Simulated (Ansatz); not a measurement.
PtAu in space group R-3m (No. 166; Pt on 3b, Au on 3a) under volume change, PBEsol (plane waves, PAW; program Ansatz), shape and atoms relaxed at each volume.

```tsv
V (Å³/atom)	E − E(relaxed) (meV/atom)	P (GPa)
14.504	113.0	27.93
14.982	46.8	16.77
15.461	10.9	7.57
15.939	0.0	0.00
16.417	9.6	-6.21
16.895	35.9	-11.28
17.373	76.0	-15.40
```

**Question.** What does a third-order Birch–Murnaghan fit give for V₀, B₀ and B′?

**Answer.** V₀ = 15.94 Å³/atom, B₀ = 228 GPa, B′ = 5.6.

The workflow started from a Materials Project entry (that database holds measured and hypothetical structures alike); the Crystallography Open Database copy checked does not list it. With Pt and Au taken as one species the cell has the higher symmetry Fm-3m, so it may be an ordered model of a mixed-site phase. Whether it is the stable phase at ambient conditions was not checked. The cell was relaxed with PBEsol under the symmetry of its start; whether a distortion lowers the energy is not shown. The run is not spin-polarised. Scalar-relativistic: spin–orbit coupling is off unless named, which matters more the heavier the elements.

Potentials: the later of the program's two PAW sets.
